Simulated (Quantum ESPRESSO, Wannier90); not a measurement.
## Wannierisation of GaN (wurtzite)

```
CELL_PARAMETERS angstrom
      3.18893     0.00000     0.00000
     -1.59446     2.76169     0.00000
      0.00000     0.00000     5.19236
ATOMIC_POSITIONS crystal
  Ga 0.66667 0.33333 0.49908
  Ga 0.33333 0.66667 0.99908
  N  0.66667 0.33333 0.87592
  N  0.33333 0.66667 0.37592
```

Structure: Materials Project mp-804, symmetrised, not relaxed again. COD (Crystallography Open Database) has the formula in 2 space groups, this one among them (matched by group alone). Level: PBEsol, spinors with spin-orbit coupling; pw.x of Quantum ESPRESSO at 68 Ry with PseudoDojo potentials, 6×6×4 k-points, Wannier90. Density: 12×12×6 mesh, cold smearing 0.01 Ry.

The plane-wave run has 72 bands and 36 electrons a cell. On the energy scale of pw.x, whose zero is arbitrary, the valence-band maximum lies at 10.49 eV.

Isolated groups of bands, relative to the valence-band maximum (bands from 37 on overlap up to the last one computed):

```
bands  from (eV)  to (eV)  filling             weight on atomic waves
-----  ---------  -------  -------  ---------------------------------
1–4       -15.95   -14.87   filled  Ga 3d 40 %, N 2s 39 %, Ga 4p 14 %
5–24      -13.74   -11.12   filled               Ga 3d 90 %, N 2s 5 %
25–36      -7.10     0.00   filled   N 2p 70 %, Ga 4p 15 %, Ga 4s 9 %
```

Input w.win, without the blocks of cell, atoms and k-points (144 lines):

```
num_bands = 52
num_wann = 32
exclude_bands = 5-24
spinors = true
num_iter = 1000
conv_tol = 1.0e-6
conv_window = 4
dis_num_iter = 1000
dis_conv_tol = 1.0e-6
dis_froz_max = 13.87
dis_win_max = 23.36
write_hr = true
write_u_matrices = true
begin projections
f=-0.34125,0.34148,0.49464: s;p
f=0.34460,-0.33794,-0.00508: s;p
f=-0.34617,0.32639,-0.13086: s;p
f=0.32793,-0.35100,0.37573: s;p
end projections
mp_grid = 6 6 4
```

wannier90.x stops with:
```
dis_windows: Energy window contains fewer states than number of target WFs
```
At some k-point the outer window holds fewer bands than num_wann, so no subspace of that size can be extracted. Mended as below, all else unchanged, the run goes through (Ω_I = 33.0 Å²) and follows the plane-wave bands to 4.1 meV rms (states up to 2.9 eV relative to the valence-band maximum).
Remove the line dis_win_max = 23.36.
